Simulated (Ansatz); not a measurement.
Input and command of a calculation in Ansatz (plane waves; scalar-relativistic PAW potentials unless the input names others):

```yaml
crystal:
  lattice:
    - [-1.8237565107, 1.8237565107, 1.8237565107]
    - [1.8237565107, -1.8237565107, 1.8237565107]
    - [1.8237565107, 1.8237565107, -1.8237565107]
  atoms:
    - { symbol: Ge, position: [0.0, 0.0, 0.0] }
basis:
  ecutwfc: "550 eV"
kpoints:
  mp_grid: { grid: [16, 16, 16] }
hamiltonian:
  xc: pbesol
scf:
  occupations: { method: gaussian, width: 0.1 }
output:
  forces: true
  eigenvalues: true
  stress: true
```

```bash
ansatz run input.yaml --threads 1 --pin off --max-ram 1331MiB --backend cpu --events-out ev --progress --plain --runs-dir out
```

Abridged log:
```
Basis set: ecut = 550 eV, 683 PW (Γ), exchange–correlation on 50×50×50 points (8 copies of the dense FFT grid, shifted against one another)
Bands: 11, of which v1, the nominal top of the filled ones, is band 7 counted from 1 (6 counted from 0)
Symmetry: 48 space group operations
k-points: 145 of 4096
SCF iter   1: F=—  HF=-4252.949842 eV  |F-HF|=—  |Δ(HF+E_count)|=         —  Δρ=1.21e-3  dr2=1.73e-4  ethr=1.77e-3  ⟨swp⟩=5.3  Hψ=9088  notcnv=0
SCF iter   2: F=—  HF=-4252.949410 eV  |F-HF|=—  |Δ(HF+E_count)|=   4.32e-4  Δρ=4.52e-4  dr2=4.19e-5  ethr=1.23e-6  ⟨swp⟩=2.0  Hψ=3714  notcnv=0
SCF iter   3: F=—  HF=-4252.949420 eV  |F-HF|=—  |Δ(HF+E_count)|=   9.88e-6  Δρ=2.98e-4  dr2=2.00e-5  ethr=3.00e-7  ⟨swp⟩=1.0  Hψ=1566  notcnv=0
SCF iter   4: F=-4252.949424 eV  HF=-4252.949423 eV  |F-HF|=1.78e-7  |Δ(HF+E_count)|=   3.52e-6  Δρ=3.30e-5  dr2=8.36e-8  ethr=1.43e-7  ⟨swp⟩=2.0  Hψ=1799  notcnv=0
SCF iter   5: F=-4252.949424 eV  HF=-4252.949424 eV  |F-HF|=1.17e-9  |Δ(HF+E_count)|=   1.97e-7  Δρ=4.40e-6  dr2=3.43e-9  ethr=5.97e-10  ⟨swp⟩=2.0  Hψ=1859  notcnv=0
SCF iter   6: F=-4252.949424 eV  HF=-4252.949424 eV  |F-HF|=3.64e-11  |Δ(HF+E_count)|=   1.77e-9  Δρ=8.46e-7  dr2=8.63e-11  ethr=2.45e-11  ⟨swp⟩=1.4  Hψ=5147  notcnv=0
SCF 1 converged in 6 iterations: F = -4252.949424 eV  dr2 = 8.63e-11
SCF converged after 6 iterations
Free energy (F): -4252.949424 eV
Harris-Foulkes:  -4252.949424 eV  (|F-HF|=3.64e-11)
Internal energy: -4252.946633 eV  (E = F + TS)
E sigma→0 (E₀):  -4252.948028 eV
Entropy (-TS):   -0.002791 eV (-2.791 meV/atom)
Fermi energy:    7.645750 eV
--- Forces (eV/Å), atoms counted from 1 ---
  atom   1  Ge     0.00000000     0.00000000     0.00000000
--- Stress (GPa, compression-positive) ---
      -11.399489       0.000000       0.000000
        0.000000     -11.399489       0.000000
        0.000000       0.000000     -11.399489
  P = ⅓ Tr σ = -11.3995 GPa (-113.995 kbar)
```

Apart from outputs and empty bands, the input differs from a reference run on usual settings in basis.ecutwfc: 420 → "550 eV". The reference, at the same geometry (not necessarily relaxed), gave pressure -11.40 GPa, largest force 0.000 eV/Å, no gap on the mesh. This run converged in 6 SCF iterations (reference: 6) with an energy at zero smearing 1.24 meV/atom below the reference's, pressure -11.40 GPa, largest force 0.000 eV/Å, no gap on the mesh.